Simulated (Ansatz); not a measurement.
TaN (rock salt)

```yaml
crystal:
  lattice:
    - [0.00000, 2.18730, 2.18730]
    - [2.18730, 0.00000, 2.18730]
    - [2.18730, 2.18730, 0.00000]
  atoms:
    - { symbol: N, position: [0.00000, 0.00000, 0.00000] }
    - { symbol: Ta, position: [0.50000, 0.50000, 0.50000] }
```

The slice is a {110} plane (indices of the conventional cell) through the point (0.000, 0.000, 0.000) (fractional), spanned by u = [100] and v = [1 -1 -1] in vectors of this cell: u (3.09 Å) and v (4.37 Å, at 90° to u). It covers one period; positions are fractions (u, v).

Calculation: PBEsol (plane waves to 420 eV, PAW, scalar-relativistic; Ansatz, a first-principles code). k mesh 18×18×18. These are valence fields of a PAW run, semicore shells included where kept as valence: close to a nucleus they are smooth pseudo fields. Spin-orbit coupling is left out, though Ta is heavy. TaN is run without spin polarisation. TaN was relaxed with its symmetry unable to fall. The PAW data are Ansatz's earlier set. This is a high-temperature form of TaN.

Problem. What is the valence density on the shortest N–Ta line in this plane (2.19 Å), at its minimum between the atoms?

Solution. 0.56 e/Å³.

Problem. What is the ELF at the density minimum of the shortest N–Ta line in this plane (2.19 Å)?

Solution. 0.2.

Problem. Sketch the electron localisation function (ELF) on this plane as a map.

Solution. 
```
|xxxxxx%%@@@@##==::..  ..::==##@@@@%%xxxx|
|xxxx##@@@@%%**--....  ....--**%%@@@@%%xx|
|%%@@@@@@@@##++--....  ....--++##@@@@@@@@|
|@@@@@@@@%%**==::..      ..::==**%%@@@@@@|
|%%%%%%##++==::....      ....::==++##%%%%|
|==------::::....          ....::::------|
|                                        |
|                                        |
|++++==--..                      ..--==++|
|%%%%%%##++::                  ::++##%%%%|
|%%%%@@@@%%==..              ..==%%@@@@%%|
|xxxx%%@@@@**::              ::**@@@@%%xx|
|xxxxxx@@@@##--              --##@@@@xxxx|
|xxxxxx%%@@##--              --##@@%%xxxx|
|xxxxxx@@@@##--              --##@@@@xxxx|
|xxxx%%@@@@**::              ::**@@@@%%xx|
|%%%%@@@@%%==..              ..==%%@@@@%%|
|%%%%%%##++::                  ::++##%%%%|
|++++==--..                      ..--==++|
|                                        |
|                                        |
|==------::::....          ....::::------|
|%%%%%%##++==::....      ....::==++##%%%%|
|@@@@@@@@%%**==::..      ..::==**%%@@@@@@|
|%%@@@@@@@@##++--....  ....--++##@@@@@@@@|
|xxxx%%@@@@%%**--....  ....--**%%@@@@##xx|
|xxxxxx%%@@@@##==::..  ..::==##@@@@%%xxxx|
|xxxxxx%%@@@@##==::..  ..::==##@@@@%%xxxx|
```
Scale: ten equal steps from 0.16 (start of ' ') to 0.80 (end of '@'), in the order ' .:-=+*#%@'. Values: electron localisation function (ELF). The map has 20 points along u (two characters each, u = 0 at the left) and 28 along v (v = 0 in the bottom row). Points within 0.4 Å of a nucleus are blanked (x), as the pseudised field means little there.
